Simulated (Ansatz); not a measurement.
ScRhN₂:
```
ScRhN2
1.0
    1.60969     0.92936     5.82152
   -1.60969     0.92936     5.82152
    0.00000    -1.85871     5.82152
Sc Rh N
1 1 2
Cartesian
  0.00000   0.00000   8.73228
  0.00000   0.00000   0.00000
  0.00000   0.00000  15.64434
  0.00000   0.00000   1.82023
```

Relaxed with the program Ansatz at the PBEsol level (PAW). Indices refer to the conventional cell of R-3m, a = b = 3.219 Å, c = 17.465 Å, α = β = 90.00°, γ = 120.00°.

Simulate the powder diffraction pattern (Fe Kα, λ = 1.93735 Å; lines above 1 %) up to 2θ = 90°.

Simulated powder pattern, Fe Kα, λ = 1.93735 Å (kinematic, ideal powder, no thermal factors, no anomalous dispersion; the 30 strongest lines at most, above 1 %, up to 2θ = 90°):

| 2θ (°) | d (Å) | I/Imax (%) | hkl |
|---|---|---|---|
| 19.16 | 5.822 | 22 | (0003) |
| 38.88 | 2.911 | 30 | (0006) |
| 41.20 | 2.753 | 31 | (1 0 -1 1) |
| 42.78 | 2.656 | 100 | (0 1 -1 2) |
| 48.69 | 2.350 | 45 | (1 0 -1 4) |
| 52.79 | 2.179 | 3.0 | (0 1 -1 5) |
| 59.89 | 1.941 | 3.6 | (0009) |
| 62.80 | 1.859 | 4.6 | (1 0 -1 7) |
| 68.60 | 1.719 | 26 | (0 1 -1 8) |
| 73.99 | 1.610 | 24 | (1 1 -2 0) |
| 77.27 | 1.551 | 4.4 | (1 1 -2 3) |
| 81.76 | 1.480 | 18 | (1 0 -1 10) |
| 83.45 | 1.455 | 4.4 | (0 0 0 12) |
| 86.89 | 1.409 | 20 | (1 1 -2 6) |
| 88.39 | 1.390 | 3.5 | (0 2 -2 1) |
| 89.19 | 1.380 | 3.1 | (0 1 -1 11) |
| 89.44 | 1.377 | 12 | (2 0 -2 2) |

The start of the workflow was typed in or built on a structure type; neither database checked (COD, Materials Project) lists it. Whether it is the stable phase at ambient conditions was not checked. The cell was relaxed with PBEsol under the symmetry of its start; its stability against distortions is not shown here. The workflow began spin-polarised and lost its moments.

Potentials: the later of the program's two PAW sets.
